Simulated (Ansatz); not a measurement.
## Structure relaxation, TaAs

The start is a generated trial cell of TaAs in the WC structure type. A full variable-cell relaxation at zero pressure is run with r2SCAN (plane waves to 500 eV, PAW, scalar-relativistic; Ansatz, a quantum-chemistry and plane-wave program). First-step values are on the input's coarse k-mesh.

Ansatz input (later rounds restart from its end on a renewed k-mesh):
Ansatz 0.2 input:
```yaml
crystal:
  lattice:
    - [3.539711, 0, 0]
    - [-1.7698555, 3.0654797, 0]
    - [0, 0, 3.454583]
  atoms:
    - { symbol: Ta, position: [0, 0, 0] }
    - { symbol: As, position: [0.66666667, 0.33333333, 0.5] }
basis: { ecutwfc: 500, ecutrho_ratio: 4, xc_grid: 4, fft_grid_basis: typed }
kpoints: { mp_grid: { grid: [8, 8, 7] } }
hamiltonian:
  xc: r2scan
  dispersion: none
  pseudopotentials: { kind: paw }
scf: { occupations: { method: fermi_dirac, width: 0.05 } }
relax: { f_tol: 0.01, max_steps: 100, cell: { stress_tol: 0.02 } }
output: { forces: true, stress: true }
```

Problem. What pressure does the first self-consistent step give?

Solution. -11 GPa (negative: the cell is under tension).

Problem. How much energy is released per atom?

Solution. 0.05 eV/atom.

Problem. How does the volume per atom move from start to end?

Solution. -7.4 %, from 18.74 to 17.35 Å³/atom.

Problem. What band gap does the relaxed structure have at this level?

Solution. Zero (metallic).

Problem. What does it relax into? Give the structure.

Solution. 
```cif
data_AsTa
_chemical_formula_sum 'Ta1 As1'
_space_group_name_H-M_alt 'P-6m2'
_space_group_IT_number 187
_space_group_name_Hall 'P -6 2'
_cell_length_a 3.40792
_cell_length_b 3.40792
_cell_length_c 3.45078
_cell_angle_alpha 90.000
_cell_angle_beta 90.000
_cell_angle_gamma 120.000
loop_
_atom_site_label
_atom_site_type_symbol
_atom_site_symmetry_multiplicity
_atom_site_Wyckoff_symbol
_atom_site_fract_x
_atom_site_fract_y
_atom_site_fract_z
_atom_site_occupancy
Ta1 Ta 1 a 0.00000 0.00000 0.00000 1
As1 As 1 f 0.66667 0.33333 0.50000 1
```

The space group stays P-6m2 (No. 187) (the run could not lower it); the end is AFLOW prototype AB_hP2_187_d_a (B_h, as in WC), with 2 atoms in the primitive cell. Final values are on a 16×16×14 k-mesh of the relaxed cell. No spin polarisation in the result.

The run could not lose the symmetry of its start, so the end can be a saddle point.

All atoms sit on sites fixed by symmetry, so only the cell could relax.

The relaxed structure here is a generated cell of TaAs: the first start was made by placing the elements on the sites of a structure type, and the end was not matched to a known phase here, so it may be hypothetical. Known forms of TaAs include space group No. 109.
